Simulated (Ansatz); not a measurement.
CuS:
```
CuS
1.0
    1.87842    -3.27669     0.00000
    1.87842     3.27669     0.00000
    0.00000     0.00000    16.31923
Cu S
6 6
Cartesian
  1.87842  -1.06060   9.91081
  1.87842   1.06060   6.40842
  1.87842   1.06060   1.75120
  1.87842  -1.06060  14.56803
  1.87842  -0.85991   4.07981
  1.87842   0.85991  12.23942
  1.87842  -3.24987   9.21069
  1.87842   3.24987   7.10854
  1.87842   3.24987   1.05107
  1.87842  -3.24987  15.26816
  1.87842  -1.31192  12.23942
  1.87842   1.31192   4.07981
```

Relaxed with r²SCAN. Special points in fractions of this cell's reciprocal vectors: Γ (0.000, 0.000, 0.000); Y (-0.500, 0.500, 0.000); C0 (-0.332, 0.668, 0.000); Σ0 (0.332, 0.332, 0.000); Z (0.000, 0.000, 0.500); A0 (0.332, 0.332, 0.500); E0 (-0.332, 0.668, 0.500); T (-0.500, 0.500, 0.500); S (0.000, 0.500, 0.000); R (0.000, 0.500, 0.500).

List the band energies nearest the Fermi level at these points for DFT-r²SCAN in the program Ansatz with PAW potentials.

In eV from the Fermi level; about four levels below and three above (degenerate sets whole), none deeper than 8.9 eV; points with the same levels are listed once.

```json
[
 {"k": "Γ", "below": "-0.79 -0.76 -0.73 -0.73", "above": "0.36 0.45 0.63"},
 {"k": "Y", "below": "-0.92 -0.73 -0.38 -0.33", "above": "1.73 2.35 3.35"},
 {"k": "C0", "below": "-1.16 -1.06 -0.72 -0.65", "above": "2.27 2.58 3.83"},
 {"k": "Z", "below": "-0.76 -0.76 -0.74 -0.74", "above": "0.46 0.46 0.54 0.54"},
 {"k": "A0", "below": "-1.22 -1.22 -0.59 -0.59", "above": "2.41 2.41 3.70 3.70"},
 {"k": "T", "below": "-0.72 -0.72 -0.47 -0.47", "above": "2.01 2.01 3.57 3.57"},
 {"k": "S", "below": "-1.01 -0.82 -0.44 -0.44", "above": "2.07 2.18 3.35"},
 {"k": "R", "below": "-0.81 -0.81 -0.56 -0.56", "above": "2.19 2.19 3.40 3.40"}
]
```

Space group Cmcm. The first step of the workflow began from a Materials Project structure, measured or hypothetical; the Crystallography Open Database files this formula in space group No. 63, but the cells were not matched. Its standing as an ambient phase is unchecked. The cell was relaxed with r²SCAN under the symmetry of its start; whether a distortion lowers the energy is not shown. The run is not spin-polarised.

Potentials: the earlier of the program's two PAW sets.
